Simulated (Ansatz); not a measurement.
**ZnCdSe₂, first-principles data**

ZnCdSe2:
```
ZnCdSe2
1.0
    2.06487     1.19215     6.80922
   -2.06487     1.19215     6.80922
    0.00000    -2.38431     6.80922
Zn Cd Se
1 1 2
Cartesian
  0.00000   0.00000  10.20163
  0.00000   0.00000   0.03844
  0.00000   0.00000   2.66006
  0.00000   0.00000  12.63431
```

Space group R3m (No. 160); conventional cell a = b = 4.130 Å, c = 20.428 Å, α = β = 90.00°, γ = 120.00°.

Method: PBEsol (plane waves, PAW; program Ansatz). Geometry: relaxed at this level of theory. Other levels are named where they apply.

Cell and energy:

| Quantity | Result |
|---|---|
| Volume per atom | 25.14 Å³ |
| Density | 5.54 g/cm³ |
| Formation energy from the elements (no fitted shifts) | -0.60 eV/atom |

Electronic structure:

| Property | Result |
|---|---|
| Band gap | 0.63 eV (direct) |
| Valence-band maximum | at Γ |
| Conduction-band minimum | at Γ |
| Electron effective mass | 0.064, 0.064, 0.074 mₑ (principal values) |
| Hole effective mass, band 1 of 2 at the edge | 0.92 along x, 1.5 along z (mₑ) |
| Hole effective mass, band 2 of 2 at the edge | 0.063 along x, 1.5 along z (mₑ) |
| HSE06 gap on the PBEsol cell | 1.76 eV |
| Gap with spin–orbit coupling | 0.50 eV |

Mechanics:

| Quantity | Value |
|---|---|
| Bulk modulus (Birch–Murnaghan fit) | 566 kbar |
| Pressure derivative B′ | 4.5 |
| Elastic constants (relaxed ions, GPa) | C11 = 86.4, C12 = 41.0, C13 = 38.8, C14 = -7.7, C33 = 102, C44 = 17.8 |
| Mechanical stability | stable (all eigenvalues of C positive) |
| Hill bulk and shear moduli | 56.8 and 20.3 GPa |
| Young's modulus | 54.5 GPa |
| Poisson's ratio | 0.34 |
| Debye temperature from the elastic constants | 219 K |
| Piezoelectric stress constants (proper, relaxed ions, C/m²) | e15 = e24 = -0.05, e16 = e21 = 0.03, e22 = -0.03, e33 = 0.06 |

Dielectric response:

| Item | Result |
|---|---|
| Electronic dielectric constant ε∞ (DFPT) | 7.93 (xx = yy), 7.94 (zz) |
| Born charges (a third of the trace) | Zn +2.12, Cd +2.17, Se -2.15 to -2.14 e |

The workflow started from a Materials Project entry (that database holds measured and hypothetical structures alike); the Crystallography Open Database copy checked does not list it. Whether it is the stable phase at ambient conditions was not checked. The PBEsol relaxation kept the symmetry of its start; whether a distortion lowers the energy is not shown. Signs of piezoelectric constants follow the polarity of the cell as given. The references are the lowest solids computed at this level, not always the standard phases. Spin–orbit coupling is left out wherever it is not named.

Potentials: the later of the program's two PAW sets.
